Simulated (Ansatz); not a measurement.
YAu2, DFT, r2SCAN, PAW with Ansatz's default frozen-core files, scalar-relativistic (Ansatz 0.2.0), on 1 thread of Intel(R) Xeon(R) Platinum 8259CL CPU @ 2.50GHz (Skylake/Cascade Lake) (shared host).

Command: `ansatz run input.yaml --threads 1 --pin off --max-ram 3072MiB --backend cpu --events-out ev --progress --plain --runs-dir out`

```yaml
crystal:
  lattice:
    - [-1.861408174, 1.861408174, 4.515619608]
    - [1.861408174, -1.861408174, 4.515619608]
    - [1.861408174, 1.861408174, -4.515619608]
  atoms:
    - { symbol: "Y", position: [0.0, 0.0, 0.0] }
    - { symbol: Au, position: [0.66514673, 0.66514673, 0.0] }
    - { symbol: Au, position: [0.33485327, 0.33485327, 0.0] }
kpoints:
  mp_grid: { grid: [11, 11, 11] }
scf:
  occupations: { method: fermi_dirac, width: 0.05 }
hamiltonian:
  xc: r2scan
  pseudopotentials: { kind: paw }
output:
  forces: true
  stress: true
  eigenvalues: true
  efg: { contact_densities: true }
  populations: true
```

How large is the problem that the program sets up?

126 irreducible k-points, 1621 plane waves at Γ, 30 bands.

About how long does it take, and how much memory?

36 s of wall time for 8 SCF iterations, with a peak of 0.86 GiB. Times on shared machines scatter by tens of per cent.
